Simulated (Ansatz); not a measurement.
Here is the system:

Relaxed GaN (zinc blende):

```xyz
4
Lattice="0.0000 4.5485 4.5485 2.2743 2.2743 4.5485 2.2743 2.2743 0.0000" Properties=species:S:1:pos:R:3 pbc="T T T"
N      3.4114     3.4114     3.4114
N      3.4114     5.6856     5.6856
Ga     0.0000     0.0000     0.0000
Ga     2.2743     4.5485     2.2743
```

The atoms are displaced by Q × the pattern below (from a DFPT mode at X = (0.5, 0.5, 0.0), largest move 1; Q in Å), at fixed cell. It is one choice among 2 degenerate patterns. (q is in reciprocal vectors of the primitive cell; the cell shown is doubled to hold the pattern.)

| atom | x | y | z |
|---|---|---|---|
| N1 | 0.000 | -1.000 | 0.000 |
| N2 | 0.000 | 1.000 | 0.000 |
| Ga3 | 0.115 | 0.000 | 0.000 |
| Ga4 | -0.115 | 0.000 | 0.000 |

Calculation: PBE (plane waves to 420 eV, PAW, scalar-relativistic; Ansatz, a first-principles code). k mesh 12×12×12 (Γ-centred), Fermi-Dirac smearing 0.05 eV. The energy includes the smearing's −TS. GaN was relaxed with its symmetry unable to fall. ΔE is measured from the undisplaced structure.

The scan covers Q from -0.100 to 0.100 Å in 13 points.

Q: Which space group does the distorted structure have?

A: C222_1 (No. 20), lowered from F-43m.

Q: Is this a single well or a double well?

A: A single well with its minimum at or next to zero displacement.

Q: What is the energy change at Q = 0.100 Å?

A: 182.4 meV/cell.

Q: What harmonic wavenumber does the curvature at Q = 0 give?

A: 577 cm⁻¹.

(A displaced cell: forces are minus the slopes of the energy, force constants its curvatures, and phonons follow from these.)
